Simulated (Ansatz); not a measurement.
## Structures of CuSe₂: which is lowest?

Plane-wave DFT in Ansatz with scalar-relativistic PAW potentials, cutoff 500 eV, Γ-centred meshes chosen by cell and gap, Gaussian smearing with energies taken to zero width. Every cell was relaxed (cell and atoms) in a run of its own, within the symmetry of its start. Functional: r2SCAN.

Relaxed structures (starts from databases or built by putting these elements on another compound's sites):
A. Pnnm, 6 atoms in the computed cell, a = 5.038 Å, b = 6.178 Å, c = 3.770 Å; sites (symmetry × multiplicity) Cu ..2/m × 2, Se ..m × 4; start: database
B. Pa-3, 12 atoms in the computed cell, a = 6.131 Å; sites (symmetry × multiplicity) Cu .-3. × 4, Se .3. × 8; start: built

Problem. Rank them by energy. Could pressure change the order?

Solution.
| structure | group | E − E(lowest) (meV/atom) | V (Å³/atom) | gap on mesh (eV) |
| --- | --- | --- | --- | --- |
| A | Pnnm | 0.0 | 19.56 | 0.00 |
| B | Pa-3 | 8.5 | 19.21 | 0.00 |

A is lowest, 8 meV/atom under B. The two lowest differ in volume by under 3 %, too little for a first-order estimate of what pressure does to that pair (other pairs aren't weighed here); with rigid cells even 3 % in favour of the higher one would need about 2 GPa. Other structures may lie lower than all of these, and vibrations aren't counted.